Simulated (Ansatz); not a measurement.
InSb:
```cif
data_In3Sb3
_chemical_formula_sum 'In3 Sb3'
_space_group_name_H-M_alt 'P3121'
_space_group_IT_number 152
_space_group_name_Hall 'P 31 2"'
_cell_length_a 4.58746
_cell_length_b 4.58746
_cell_length_c 10.03270
_cell_angle_alpha 90.000
_cell_angle_beta 90.000
_cell_angle_gamma 120.000
loop_
_atom_site_label
_atom_site_type_symbol
_atom_site_symmetry_multiplicity
_atom_site_Wyckoff_symbol
_atom_site_fract_x
_atom_site_fract_y
_atom_site_fract_z
_atom_site_occupancy
In1 In 3 a 0.55474 0.55474 0.00000 1
Sb1 Sb 3 b 0.53585 0.53585 0.50000 1
```

Relaxed with PBEsol.

### Question
Which orbitals make up the states near the Fermi level in the program Ansatz at the PBEsol level (PAW)?

### Answer
Within 0.5 eV of the Fermi level: Sb 5p 46 %, In 5p 27 %, In 5s 16 %, Sb 5s 7 %. Projections are on Löwdin-orthogonalised atomic valence shells; empty p or d shells of many metals are not among them.

### Question
Tabulate the density of states.

### Answer
States/eV per cell of 6 atoms, in 0.25 eV bins, energy from the Fermi level.

```
E (eV)  total  Sb 5p  In 5p  In 5s
------  -----  -----  -----  -----
-7.85    0.00   0.00   0.00   0.00
-7.60    0.00   0.00   0.00   0.00
-7.35    0.00   0.00   0.00   0.00
-7.10    0.00   0.00   0.00   0.00
-6.85    0.00   0.00   0.00   0.00
-6.60    0.06   0.02   0.00   0.03
-6.35    2.67   1.10   0.13   1.36
-6.10    2.39   0.98   0.13   1.19
-5.85    3.59   1.44   0.21   1.70
-5.60    2.33   0.92   0.22   0.96
-5.35    1.19   0.47   0.12   0.45
-5.10    1.50   0.57   0.18   0.61
-4.85    3.73   1.40   0.42   1.54
-4.60    2.89   1.06   0.30   1.16
-4.35    1.27   0.48   0.16   0.44
-4.10    1.25   0.57   0.33   0.24
-3.85    1.48   0.70   0.44   0.23
-3.60    1.73   0.86   0.55   0.20
-3.35    2.11   1.09   0.71   0.17
-3.10    2.60   1.40   0.90   0.17
-2.85    3.29   1.82   1.11   0.20
-2.60    4.33   2.46   1.41   0.27
-2.35    3.60   2.09   1.12   0.24
-2.10    4.44   2.73   1.31   0.23
-1.85    4.09   2.58   1.18   0.18
-1.60    4.76   3.10   1.34   0.17
-1.35    4.86   3.27   1.28   0.16
-1.10    4.82   3.22   1.29   0.17
-0.85    4.33   2.90   1.19   0.13
-0.60    1.73   1.19   0.46   0.04
-0.35    0.71   0.47   0.20   0.02
-0.10    0.25   0.15   0.07   0.02
0.15     0.23   0.07   0.06   0.07
0.40     1.26   0.39   0.35   0.32
0.65     3.66   1.23   0.99   0.87
0.90     2.94   1.04   0.78   0.72
1.15     3.16   1.26   0.84   0.69
1.40     4.14   1.56   1.24   0.84
1.65     3.53   1.45   0.95   0.75
1.90     3.94   1.41   1.35   0.70
2.15     2.93   1.03   1.08   0.46
2.40     3.96   1.06   1.91   0.34
2.65     3.79   0.95   1.94   0.26
2.90     4.13   1.13   1.99   0.29
3.15     4.23   1.06   2.19   0.25
3.40     3.82   0.92   2.05   0.18
3.65     3.81   0.98   1.93   0.19
3.90     3.70   0.88   1.88   0.17
4.15     3.68   0.80   1.85   0.15
4.40     3.59   0.79   1.77   0.13
4.65     3.66   0.78   1.76   0.11
```

Space group P3_121. The start of the workflow was typed in or built on a structure type; neither database checked (COD, Materials Project) lists it. It is not the phase usual at ambient conditions (space group No. 216). The cell was relaxed with PBEsol under the symmetry of its start; whether a distortion lowers the energy is not shown. A small band overlap can be real or an error of a semilocal functional. Spin–orbit coupling is left out wherever it is not named.

Potentials: the earlier of the program's two PAW sets. The files were generated under PBE; for other functionals the program regenerates the frozen cores, and for LDA and PBEsol the local potential too.
